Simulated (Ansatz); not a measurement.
## Run on Re (P63/mmc) — total moment held at 1.2 μB

Theory: DFT, PBEsol, all-electron PAW with datasets made for the crystal, scalar-relativistic (Ansatz).

Command: `ansatz run input.yaml --threads 1 --pin off --max-ram 3072MiB --backend cpu --events-out ev --progress --plain --runs-dir out`

```yaml
crystal:
  lattice:
    - [2.7608, 0.0, 0.0]
    - [-1.3804, 2.3909229348, 0.0]
    - [0.0, 0.0, 4.4582]
  atoms:
    - { symbol: Re, position: [0.3333333333, 0.6666666667, 0.25], spin: 0.6 }
    - { symbol: Re, position: [0.6666666667, 0.3333333333, 0.75], spin: 0.6 }
magnetization:
  spin_polarized: true
  initial_magnetization: 1.2
  spin_locking: { lock_magnetization: hard }
kpoints:
  mp_grid: { grid: [12, 12, 7] }
scf:
  occupations: { method: fermi_dirac, width: 0.08 }
  lower_state_search: "off"
hamiltonian:
  xc: pbesol
  pseudopotentials: { kind: all_electron, datasets: crystal }
output:
  forces: true
  stress: true
  eigenvalues: false
```

Output:

```
settings of this run that can trade accuracy for cost: output.eigenvalues: false. Do not mix this run's numbers with those of runs without the same settings; the input reference describes each key
hamiltonian.pseudopotentials.datasets: crystal makes datasets for this crystal and solves the spheres of its atoms anew in each pass: cutoff 280.0 eV, the density's 1120.0 eV; for an error of 0.50 meV an atom under PBE, 1.0 meV for the cell; an energy difference from a run of another recipe may be off by several times the error for the cell, under r2SCAN by more, where some 0.1 meV an atom stays a …
band count auto-derived: 21 (N_el = 30.0; filled up to band 16; 20 by the electrons, moments and atoms)
Engine: ansatz 0.2.0
Pseudopotentials: kind: all_electron
Pseudopotential: Re, paw, valence charge 15, recommended cutoff 280 eV (normal), crystal/all_electron/pbesol/scalar/gaussian/Re, Koelling and Harmon's equation, gaussian nucleus
Functional definition: PBEsol
  exchange = pbesol_x
  correlation = pbesol_c
Crystal: 2 atoms, lattice volume = 29.428 Å³
Basis set: ecut = 280 eV, 313 PW (Γ), exchange–correlation on 32×32×50 points (8 copies of the dense FFT grid, shifted against one another)
Bands: 21, of which v1, the nominal top of the filled ones, is band 15 counted from 1 (14 counted from 0)
Symmetry: 24 space group operations
Space group: P63/mmc (ITA 194), of the structure as read, at distance tolerance 3.1e-5 Å
Magnetic group: BNS 194.263 (UNI 1493), of the structure as read, at distance tolerance 3.1e-5 Å
k-points: 76 of 1008
Non-local potential: Re, projectors of the file, l = 0: 2, l = 1: 2, l = 2: 2
PAW form: soft (Blöchl's): semilocal exchange-correlation on the pseudo side does not see the compensation charge
PAW one-centre angular grid: Re, 590 points (default); XC on its mesh's 1817 points in the sphere
Initial density: superposition of atomic densities (chi_scale 0.1, normalization cell)
Starting moments: Σ|m| = 1.2 μB on 2 of 2 sites
Initial wavefunctions: pseudopotential atomic-orbital guess
Functional: x = pbesol(κ = 0.804, μ = 0.12345679012345678), c = pbesol(β = 0.046)
iter 1 solved again at ethr=1.44e-2 eV; its pass at ethr=1.00e-1 eV (dr2=4.33e0 eV) is discarded
SCF iter   1: F=—  HF=-908045.432363 eV  |F-HF|=—  |Δ(HF+E_count)|=         —  Δρ=7.26e-2 (↑7.26e-2 ↓4.93e-2)  dr2=4.46e0  dr2_m=5.47e-2  M=1.200 μB ∫|m|=1.200 μB  β_m=0.30  ethr=1.44e-2  ⟨swp⟩=2.1  Hψ=16359  notcnv=0
preconditioner: auto → none  [metal: Δε(μ)=0.040 eV  Ē_g=8.326 eV  σ=0.080 eV  W_gap=0.12  n_scr=8 (ndim 8)  ℏωp=25.6 eV  f_vac=0.000  D(μ)=1.59/eV (n_scr^D=22)  sad-step TF]
[...]
SCF iter   5: F=—  HF=-908043.996048 eV  |F-HF|=—  |Δ(HF+E_count)|=   5.26e-3  Δρ=6.81e-4 (↑5.83e-4 ↓6.81e-4)  dr2=4.34e-4  dr2_m=8.25e-7  M=1.200 μB ∫|m|=1.200 μB  β_m=0.83  ethr=1.72e-5  ⟨swp⟩=2.2  Hψ=5627  notcnv=0  defer=1
SCF iter   6: F=—  HF=-908043.997088 eV  |F-HF|=—  |Δ(HF+E_count)|=   1.04e-3  Δρ=8.55e-5 (↑8.33e-5 ↓8.55e-5)  dr2=1.72e-6  dr2_m=1.35e-7  M=1.200 μB ∫|m|=1.200 μB  β_m=0.83  ethr=1.45e-6  ⟨swp⟩=2.9  Hψ=7723  notcnv=0  defer=1
SCF iter   7: F=—  HF=-908043.997088 eV  |F-HF|=—  |Δ(HF+E_count)|=   3.56e-7  Δρ=1.82e-5 (↑1.82e-5 ↓1.52e-5)  dr2=1.33e-7  dr2_m=7.98e-9  M=1.200 μB ∫|m|=1.200 μB  β_m=0.89  ethr=5.73e-9  ⟨swp⟩=3.0  Hψ=6431  notcnv=0
SCF iter   8: F=-908043.997088 eV  HF=-908043.997088 eV  |F-HF|=1.18e-8  |Δ(HF+E_count)|=   3.12e-8  Δρ=4.40e-6 (↑4.18e-6 ↓4.40e-6)  dr2=1.57e-8  dr2_m=3.65e-10  M=1.200 μB ∫|m|=1.200 μB  ethr=4.43e-10  ⟨swp⟩=3.0  Hψ=6163  notcnv=0
SCF 1 converged in 8 iterations: F = -908043.997098 eV  dr2 = 1.57e-8
  Residual-converged pass: ⟨swp⟩=2.9  Hψ=5351  notcnv=0  max |occ|·‖R‖ = 5.2e-6 eV (tolerance 5.3e-6 eV)  dr2=1.59e-8  dr2_m=3.72e-10  dr2_onsite=7.77e-9  max |Δocc| = 2.1e-9
  greatest PAW one-centre occupation: 0.999 electrons in one spin orbital (limit 2), on the Re atom at site 1 (counted from 0), in its partial waves of l = 0
SCF converged after 8 iterations
Stability checked in part: among states of this total moment the steps that led to this state did not find it unstable. No probe was made; neither looks for a lower state of another moment (fixed_total_moment; see scf.lower_state_search)
Magnetization: 1.2000 μB (15.6000 up, 14.4000 down)
Absolute magnetization: 1.2000 μB (∫|ρ↑−ρ↓|)
Spin contamination: -0.0151 ħ² per cell (⟨S²⟩ above its minimum at these occupations)
Per-site moments (μB) at R_I (Å): [(0.46635467674928655, 1.1303974533631231), (0.4663546767492867, 1.1303974533631231)]
Free energy (F): -908043.997098 eV
Harris-Foulkes:  -908043.997098 eV  (|F-HF|=1.18e-8)
Internal energy: -908043.959119 eV  (E = F + TS)
E sigma→0 (E₀):  -908043.978108 eV
Entropy (-TS):   -0.037979 eV (-18.990 meV/atom)
Past the cutoff: the bands carry plane waves up to 1.75 times it, of which those up to 1.5 times it add -0.000309 eV an atom, each by itself; the spheres take 0.000217 eV an atom off the energy for waves past 1.75 times it
By the cutoff:   a pressure is off by up to 0.007 GPa (1.2 times the spheres' own share and the shells' term, over an atom's volume, and 0.004 GPa: a bound that held against runs at twice the plane waves)
Past the cutoffs: a stress includes 0.0010 GPa for waves and charges beyond them, in addition to the slope of what the spheres take
In the spheres:  the bands' charges fall short by 1.4e-7 e at most (sound up to 1e-3)
Fermi energy:    30.784127 (↑ 31.329551, ↓ 30.238702) eV
--- Per-component energies (eV) ---
  E_band       = 57.563836
  E_kinetic    = 455.347767
  E_local      = -955.933183  (includes V_loc(G=0)·N_el)
  E_nonlocal   = 182.878407
  E_hartree    = 597.965190
  E_xc         = -181.889647
  E_vxc        = -229.267956  (∫ρ·V_xc dr)
  E_paw        = -911833.383660  (= ΣΔE_a)
  E_vpaw       = -8101.043889  (= ΣTr[D̂ρ^β])
  E_ewald      = -3818.595200
  E_smearing   = -0.037979  (= −TS)
  E_closure    = 7509.651208  (closes the sum)
  Σ components = -908043.997098   (vs F -908043.997098, Δ=0.00e0)
  The terms above E_closure are by the made datasets' own strengths, without shells solved beside the bands.
--- Forces (eV/Å), atoms counted from 1 ---
  atom   1  Re     0.00000000     0.00000000     0.00000000
  atom   2  Re    -0.00000000    -0.00000000    -0.00000000
  max |Σ_I F_I| component: 9.25e-18 eV/Å
--- Stress (GPa, compression-positive) ---
        0.003715       0.000000       0.000000
        0.000000       0.003715      -0.000000
        0.000000      -0.000000      -4.078545
  P = ⅓ Tr σ = -1.3570 GPa (-13.570 kbar)
settings of this run that can trade accuracy for cost: output.eigenvalues: false. Do not mix this run's numbers with those of runs without the same settings; the input reference describes each key
```

Site moments (μB): Re1 0.47, Re2 0.47. Cell moment 1.20 μB.

The magnetic group in the log treats spin as a scalar label, without spin–orbit coupling.

The Ansatz runs typed with the search for lower states off end where their start leads. Spin–orbit coupling is left out although heavy atoms are present. The magnetic state is the one that this cell and start allow. It needn't be the compound's measured order, which may need a larger cell or be absent.

It took 13 s on 1 thread of Arm Neoverse V1, with other jobs on the host, peak memory 0.61 GiB.
